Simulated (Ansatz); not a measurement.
BeSe (zinc blende, F-43m) at seven volumes, plane-wave PAW PBE (Ansatz code), scaled uniformly. One row is withheld.

| V (Å³/atom) | P (GPa) |
|---|---|
| 15.789 | 8.51 |
| 16.310 | 5.25 |
| 16.831 | 2.43 |
| 17.351 | 0.00 |
| 17.872 | -2.09 |
| 18.392 | ? |
| 18.913 | -5.47 |

Task: Fit the shown pressures and predict the withheld one.

Result: P = (3/2)B₀(x^(7/2) − x^(5/2))[1 + (3/4)(B′ − 4)(x − 1)] with x = (V₀/V)^(2/3). Least squares on the six rows gives V₀ = 17.352 Å³/atom, B₀ = 75.1 GPa, B′ = 3.88. At V = 18.392, x = 0.9619 and P = -3.90 GPa. The run itself gave -3.91 GPa.

Symmetry was held in the PBE relaxation; phonons on a q-mesh show no instability. The volume moved by 28 % from the start of the relaxation.

Potentials: the later of the program's two PAW sets.
